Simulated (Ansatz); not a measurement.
BPt:
Space group P6₃/mmc (No. 194); a = b = 3.7483 Å, c = 3.6668 Å, α = β = 90.00°, γ = 120.00°

```csv
atom,site,symmetry,x,y,z
Pt,2c,-6m2,0.3333,0.6667,0.2500
B,2a,-3m.,0.0000,0.0000,0.0000
```

Relaxed at zero pressure with PBE (plane waves, PAW; program Ansatz).

Q: The volume is lowered by 3 % and shape and atoms relax at that volume. What pressure results, and how do the axes share the change?

A: 8.4 GPa; a -0.9 %, b -0.9 %, c -1.2 %; the energy rises by 9 meV/atom.

Q: Give the new structure.

A: 
Space group P6₃/mmc (No. 194); a = b = 3.7148 Å, c = 3.6214 Å, α = β = 90.00°, γ = 120.00°

| atom | site | symmetry | x | y | z |
|---|---|---|---|---|---|
| Pt | 2c | -6m2 | 0.3333 | 0.6667 | 0.2500 |
| B | 2a | -3m. | 0.0000 | 0.0000 | 0.0000 |

The phase is kept; no other phase was compared at this pressure.

Space group P6_3/mmc (NiAs type). The workflow started from an entry of the Crystallography Open Database (COD). Whether it is the stable phase at ambient conditions was not checked. The PBE relaxation kept the symmetry of its start; its stability against distortions is not shown here. The run is not spin-polarised. Scalar-relativistic: spin–orbit coupling is off unless named, which matters more the heavier the elements.

Potentials: the later of the program's two PAW sets.
